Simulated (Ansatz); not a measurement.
MoSeS:
```cif
data_Mo2S2Se2
_chemical_formula_sum 'Mo2 Se2 S2'
_space_group_name_H-M_alt 'P-3m1'
_space_group_IT_number 164
_space_group_name_Hall '-P 3 2"'
_cell_length_a 3.24257
_cell_length_b 3.24257
_cell_length_c 12.94975
_cell_angle_alpha 90.000
_cell_angle_beta 90.000
_cell_angle_gamma 120.000
loop_
_atom_site_label
_atom_site_type_symbol
_atom_site_symmetry_multiplicity
_atom_site_Wyckoff_symbol
_atom_site_fract_x
_atom_site_fract_y
_atom_site_fract_z
_atom_site_occupancy
Mo1 Mo 2 c 0.00000 0.00000 0.26262 1
Se1 Se 2 d 0.33333 0.66667 0.13226 1
S1 S 2 d 0.33333 0.66667 0.37985 1
```

Relaxed with r²SCAN+D4. 

Task: HSE06 on this cell (Ansatz, an electronic-structure program, PAW) gives a gap of 1.32 eV. What does r²SCAN+D4 give?

Result: 0.90 eV.

Cost on shared cores: the r²SCAN+D4 run (SCF on a 10×10×3 mesh, then bands and DOS) very roughly 2.4 core-minutes, the HSE06 run (SCF on 6×6×2, then a few points) very roughly 4 core-minutes; the tasks are unlike.

The workflow started from a Materials Project entry (that database holds measured and hypothetical structures alike); the Crystallography Open Database copy checked does not list it. Its standing as an ambient phase is unchecked. The cell was relaxed with r²SCAN+D4 under the symmetry of its start; its stability against distortions is not shown here. The run is not spin-polarised. Spin–orbit coupling is left out wherever it is not named.

Potentials: the later of the program's two PAW sets.

Ansatz is a plane-wave DFT program.
